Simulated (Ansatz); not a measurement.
## Eu (bcc)

Level of theory: DFT, PBEsol, scalar-relativistic, collinear spin; plane waves to 420 eV with PAW datasets (Ansatz 0.2.0), 14×14×14 k-mesh, Gaussian smearing of 0.05 eV; PAW files: Ansatz's generated set soft_2.

```
Eu
1.0
    -2.11733    2.11733    2.11733
     2.11733   -2.11733    2.11733
     2.11733    2.11733   -2.11733
Eu
1
Cartesian
  0.0000 0.0000 0.0000
```

Magnetic state: ferromagnetic, site spin moments Eu 6.97 μB.

Which orbitals carry the states at the Fermi level, and how many states are there?

Within 0.1 eV of it: Eu 5d 76 %, Eu 4f 17 % (shares among the projected shells). The density of states at the Fermi level is about 1.2 states/eV per cell, averaged over 0.3 eV.

Density of states (tetrahedra, averaged over 0.4 eV; states/eV per cell of 1 atom; energy in eV from the Fermi level; projections on Löwdin-orthogonalised atomic orbitals, summed over sites):

```csv
E,total,Eu 4f up,Eu 5d up,Eu 5d down,Eu 6s,Eu 4f down
-4.45,0.0,0.0,0.0,0.0,0.0,0.0
-4.05,0.0,0.0,0.0,0.0,0.0,0.0
-3.65,0.1,0.0,0.0,0.0,0.1,0.0
-3.25,0.1,0.0,0.0,0.0,0.1,0.0
-2.85,0.2,0.0,0.0,0.0,0.2,0.0
-2.45,0.3,0.0,0.1,0.0,0.2,0.0
-2.05,0.4,0.0,0.1,0.0,0.2,0.0
-1.65,0.7,0.0,0.3,0.1,0.2,0.0
-1.25,0.9,0.1,0.5,0.1,0.2,0.0
-0.85,1.6,0.5,0.6,0.3,0.2,0.0
-0.45,17.3,16.2,0.4,0.4,0.1,0.0
-0.05,1.4,0.4,0.3,0.6,0.1,0.0
0.35,1.8,0.2,1.2,0.3,0.0,0.0
0.75,1.8,0.1,1.1,0.4,0.1,0.0
1.15,2.3,0.0,0.7,1.3,0.1,0.0
1.55,1.9,0.0,0.5,1.1,0.1,0.1
1.95,0.9,0.0,0.2,0.6,0.0,0.1
2.35,0.7,0.0,0.3,0.4,0.0,0.1
2.75,0.9,0.0,0.5,0.3,0.0,0.1
3.15,1.3,0.0,0.6,0.4,0.0,0.3
3.55,2.2,0.0,0.8,0.4,0.0,0.9
```

Without a U the 4f levels of Eu lie too near the Fermi level, so their share of the states there, and what hangs on it, is overstated. No spin–orbit coupling, a notable omission for heavy elements. The run wasn't fully tested for a lower electronic state. Site moments are of spin, integrated over atomic spheres.
